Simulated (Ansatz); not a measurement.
MgO (rock salt)

```cif
data_Mg4O4
_chemical_formula_sum 'O4 Mg4'
_space_group_name_H-M_alt 'Fm-3m'
_space_group_IT_number 225
_space_group_name_Hall '-F 4 2 3'
_cell_length_a 4.21412
_cell_length_b 4.21412
_cell_length_c 4.21412
_cell_angle_alpha 90.000
_cell_angle_beta 90.000
_cell_angle_gamma 90.000
loop_
_atom_site_label
_atom_site_type_symbol
_atom_site_symmetry_multiplicity
_atom_site_Wyckoff_symbol
_atom_site_fract_x
_atom_site_fract_y
_atom_site_fract_z
_atom_site_occupancy
O1 O 4 a 0.00000 0.00000 0.00000 1
Mg1 Mg 4 b 0.50000 0.50000 0.50000 1
```
(The calculation used a cell of 2 atoms; values per cell refer to that cell.)

Two coordinates are scanned: the volume, and the ratio of the stretch along z (the conventional c axis) to the stretch across it. Atoms keep their fractional coordinates.

Method: PBEsol (plane waves to 420 eV, PAW, scalar-relativistic; Ansatz, an electronic-structure program). k mesh 13×13×13 (Γ-centred), Fermi-Dirac smearing 0.05 eV. E stands for the smeared free energy. Compression counts positive. MgO was relaxed with its symmetry unable to fall. ΔE is measured from the relaxed starting cell.

ΔE (meV/atom), with V/V₀ across and (c/a)/(c/a)₀ down:

```
(c/a)/(c/a)₀ \ V/V₀  0.920  0.947  0.973  1.000  1.027  1.053  1.080
-------------------  -----  -----  -----  -----  -----  -----  -----
0.960                 43.8   23.2   11.3    7.0    9.3   17.3   30.4
0.973                 38.2   18.2    6.8    3.0    5.8   14.2   27.8
0.987                 35.0   15.3    4.3    0.7    3.8   12.5   26.3
1.000                 34.0   14.4    3.5    0.0    3.2   12.0   25.8
1.013                 34.9   15.3    4.2    0.7    3.7   12.5   26.2
1.027                 37.8   17.8    6.5    2.7    5.5   14.0   27.5
1.040                 42.3   21.9   10.1    5.9    8.2   16.4   29.6
```

σzz (GPa), with V/V₀ across and (c/a)/(c/a)₀ down:

```tsv
(c/a)/(c/a)₀ \ V/V₀	0.920	0.947	0.973	1.000	1.027	1.053	1.080
0.960	25.5	18.3	12.0	6.5	1.7	-2.5	-6.2
0.973	21.9	15.1	9.2	4.1	-0.4	-4.3	-7.8
0.987	18.6	12.2	6.7	1.9	-2.3	-5.9	-9.2
1.000	15.6	9.7	4.5	0.0	-3.9	-7.3	-10.3
1.013	12.9	7.4	2.5	-1.7	-5.4	-8.6	-11.3
1.027	10.5	5.3	0.8	-3.2	-6.6	-9.6	-12.2
1.040	8.4	3.5	-0.8	-4.5	-7.7	-10.5	-12.9
```

Summary:

```
Property                                                                                            Value
-----------------------------------------------------  --------------------------------------------------
Shear modulus C′ = (C11 − C12)/2 (fit, atoms clamped)                                             102 GPa
Lowest place on the grid                                V/V₀ = 1.000, (c/a)/(c/a)₀ = 1.000 (0.0 meV/atom)
Highest place on the grid                              V/V₀ = 0.920, (c/a)/(c/a)₀ = 0.960 (43.8 meV/atom)
```

(Under strain, the slope of the energy per volume gives the stress and its curvature an elastic modulus.)
